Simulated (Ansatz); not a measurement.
What DFT gives for CaB

```
B Ca
1.0
    -3.64106    0.00000    0.00000
     0.00000   -4.27428    0.00000
     0.00000    2.13714    5.02624
B Ca
2 2
Direct
  0.75000 0.07000 0.14000
  0.25000 0.93000 0.86000
  0.75000 0.36000 0.72000
  0.25000 0.64000 0.28000
```

The numbers come from plane-wave PAW DFT (Ansatz): r2SCAN, no spin polarisation, 500 eV, 7×7×7 Γ-centred k points, cold occupations (width 0.0628 eV). Nothing was relaxed.

**Question.** What happens at the Fermi level?

**Answer.** It is a metal, with about 3.5 states/eV a cell as the mean within 0.25 eV of the Fermi level, mostly B p (79 %).

**Question.** What does the stress say?

**Answer.** The pressure is -6.1 GPa (compression positive), so with the atoms held at these fractions the cell would first shrink; the forces are large, so a full relaxation may end otherwise. The principal stresses -6.8, -6.2, -5.4 GPa differ, so its shape would change too.

**Question.** Which atom feels the largest force, and which way?

**Answer.** The largest is on B1 (and as large on other atoms): 2.26 eV/Å, components (0.00, 0.00, -2.26). It makes 52° with the line to a nearest neighbour, B2 at 2.30 Å.

**Question.** What do density and ELF say about some of the short contacts?

**Answer.** B–B at 2.30 Å: least valence density 0.35 e/Å³ and ELF 0.76 there. Ca–B at 2.89 Å: least valence density 0.13 e/Å³ and ELF 0.11 there. Ca–Ca at 3.35 Å: least valence density 0.06 e/Å³ and ELF 0.04 there. These are pseudo-fields; inside the PAW spheres they differ from the all-electron ones.

**Question.** Is it stable against the elements?

**Answer.** 0.45 eV an atom against the elements' usual phases (free molecules for gases, crystals otherwise, with no correction for O₂ or N₂), so at this geometry it isn't bound against them. Relaxing would lower it.

Origin: a known structure type with other elements, at an estimated volume, so it need not be a known compound. Caveats: many states at the Fermi level without spin polarisation, so a magnetic state may lie lower; atoms or cell far from equilibrium.
